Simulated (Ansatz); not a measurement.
Consider the following.

Relaxed ScAu (CsCl type):

```
ScAu
1.0
    6.63958     0.00000     0.00000
    3.31979     3.31979     0.00000
    0.00000     0.00000     3.31979
Sc Au
2 2
Direct
  0.00000   0.50000   0.50000
  0.50000   0.50000   0.50000
  0.00000   0.00000   0.00000
  0.50000   0.00000   0.00000
```

The atoms are displaced by Q × the pattern below (from a DFPT mode at M = (0.5, 0.5, 0.0), largest move 1; Q in Å), at fixed cell. (q is in reciprocal vectors of the primitive cell; the cell shown is doubled to hold the pattern.)

```csv
atom,x,y,z
Sc1,0.000,0.000,-1.000
Sc2,0.000,0.000,1.000
```

Atoms not listed stay in place.

Method: LDA (plane waves to 420 eV, PAW, scalar-relativistic; Ansatz, a first-principles code). k mesh 14×14×14 (Γ-centred), Fermi-Dirac smearing 0.05 eV. Energies are smeared free energies. With partly filled bands, energies and forces of such displacements shift with the k mesh and the smearing. ScAu is run without spin polarisation. ScAu was relaxed with its symmetry unable to fall. Spin-orbit coupling is left out, though Au is heavy. The zero of ΔE is the undisplaced structure.

The scan covers Q from -0.100 to 0.100 Å in 13 points.

Which space group does the distorted structure have?

P4/nmm (No. 129), lowered from Pm-3m.

Is this a single well or a double well?

A single well with its minimum at or next to zero displacement.

What is the energy change at Q = 0.100 Å?

33.1 meV/cell.

What harmonic wavenumber does the curvature at Q = 0 give?

142 cm⁻¹.

(A displaced cell: forces are minus the slopes of the energy, force constants its curvatures, and phonons follow from these.)
